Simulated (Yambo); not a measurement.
**How GW settings move the gap: SnO₂**

G0W0@PBEsol for SnO₂ (space group Pnnm, No. 58) in Yambo. Reference settings: 2×2×4 Γ-centred k mesh, 242 bands and a 7 Ry block in the screening, 242 bands in G with the Bruneval-Gonze terminator, plasmon pole fitted at 27.2 eV. The PBEsol gap Γ → Γ on this mesh is 0.73 eV; G0W0 gaps are taken between the same points.

| change from the reference | G0W0 gap Γ → Γ (eV) | shift of the valence edge (eV) | rough Yambo cost |
|---|---|---|---|
| reference settings | 1.52 | -0.53 | 1 |
| 108 bands in W, 108 bands in G | 1.76 | -0.35 | about 1/3 |
| 166 bands in W, 166 bands in G | 1.58 | -0.46 | within a factor of two |
| 108 bands in G | 1.54 | -0.50 | – |
| 166 bands in G | 1.51 | -0.53 | – |
| 128 bands in W | 1.67 | -0.42 | within a factor of two |
| 3 Ry block | 1.54 | -0.62 | within a factor of two |
| 6 Ry block | 1.48 | -0.52 | within a factor of two |
| pole fitted at 15 eV | 1.51 | -0.47 | – |
| no random integration | 1.48 | -0.37 | – |
| 108 bands in G, no terminator | 1.49 | 0.11 | – |
| 166 bands in G, no terminator | 1.46 | -0.14 | – |

The reference isn't shown to be the converged limit. Costs are rough (shared machines), scaled to the same edge states, and given only for runs that recompute the screening.

The standard potential for Sn keeps a d shell in the valence without the s and p states of that shell. In tests on such compounds this moved G0W0 gaps by up to about 0.9 eV, so absolute quasiparticle energies here are unreliable; differences between settings are what counts.

Spin-orbit coupling is included.

Geometry of the Materials Project entry, not relaxed at this level; primitive cell a = 4.7880 Å, b = 4.8666 Å, c = 3.2409 Å, α = β = γ = 90.00°.

This is not the ordinary phase of the substance; no match was found in the copy of COD used, and its stability was not checked.

A shift is the quasiparticle energy of the state minus its PBEsol energy.
